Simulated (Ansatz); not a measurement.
Cu(IrS2)2 (spinel)

```yaml
crystal:
  lattice:
    - [0.00000, 4.89129, 4.89129]
    - [4.89129, 0.00000, 4.89129]
    - [4.89129, 4.89129, 0.00000]
  atoms:
    - { symbol: Cu, position: [0.25000, 0.25000, 0.25000] }
    - { symbol: Cu, position: [0.00000, 0.00000, 0.00000] }
    - { symbol: Ir, position: [0.62500, 0.62500, 0.12500] }
    - { symbol: Ir, position: [0.62500, 0.12500, 0.62500] }
    - { symbol: Ir, position: [0.62500, 0.62500, 0.62500] }
    - { symbol: Ir, position: [0.12500, 0.62500, 0.62500] }
    - { symbol: S, position: [0.38472, 0.84583, 0.38472] }
    - { symbol: S, position: [0.86528, 0.86528, 0.86528] }
    - { symbol: S, position: [0.84583, 0.38472, 0.38472] }
    - { symbol: S, position: [0.86528, 0.86528, 0.40417] }
    - { symbol: S, position: [0.38472, 0.38472, 0.84583] }
    - { symbol: S, position: [0.40417, 0.86528, 0.86528] }
    - { symbol: S, position: [0.38472, 0.38472, 0.38472] }
    - { symbol: S, position: [0.86528, 0.40417, 0.86528] }
```

The slice is a {100} plane (indices of the conventional cell) through the point (0.625, 0.625, 0.125) (fractional), spanned by u = [100] and v = [0 1 -1] in vectors of this cell: u (6.92 Å) and v (6.92 Å, at 90° to u). It covers one period; positions are fractions (u, v).

Level of theory: PBEsol (plane waves to 420 eV, PAW, scalar-relativistic; Ansatz, a first-principles code). k mesh 7×7×7. Near the nuclei the fields are pseudised (PAW); where an atom keeps semicore shells as valence, they peak there. Cu(IrS2)2 is run without spin polarisation. Cu(IrS2)2 was relaxed with its symmetry unable to fall. Spin-orbit coupling is left out, though Ir is heavy.

Predict the map of the electrostatic potential energy of an electron, from the cell's mean on the slice.


```
|xxxx026789999999999987620xxx|
|xxxx024567899999998765420xxx|
|xxx000x014788999887410x000xx|
|x000xxxxxx478888874xxxxxx000|
|221xxxxxxx057777750xxxxxxx12|
|552xxxxxxxx3666663xxxxxxxx25|
|662xxxxxxxx2565652xxxxxxxx26|
|552xxxxxxxx3666663xxxxxxxx25|
|221xxxxxxx057777750xxxxxxx12|
|x000xxxxxx478888874xxxxxx000|
|xxx000x014788999887410x000xx|
|xxxx024567899999998765420xxx|
|xxxx026789999999999987620xxx|
|xxxxx2689999999999999862xxxx|
|xxxx026789999999999987620xxx|
|xxxx024567899999998765420xxx|
|xxx000x014788999887410x000xx|
|x000xxxxxx478888874xxxxxx000|
|221xxxxxxx057777750xxxxxxx12|
|552xxxxxxxx3666663xxxxxxxx25|
|662xxxxxxxx2565652xxxxxxxx26|
|552xxxxxxxx3666663xxxxxxxx25|
|221xxxxxxx057777750xxxxxxx12|
|x000xxxxxx478888874xxxxxx000|
|xxx000x014788999887410x000xx|
|xxxx024567899999998765420xxx|
|xxxx026789999999999987620xxx|
|xxxxx2689999999999999862xxxx|
```
Scale: ten equal steps from 2.00 (start of '0') to 10.57 (end of '9'), in the order '0123456789'. Values: electrostatic potential energy of an electron, from the cell's mean, in eV. The map has 28 points along u (one character each, u = 0 at the left) and 28 along v (v = 0 in the bottom row). Points within 1 Å of a nucleus are blanked (x), as the pseudised field means little there. Values under 2 eV are set to 2. The zero, the cell's mean, hangs on the PAW cores.
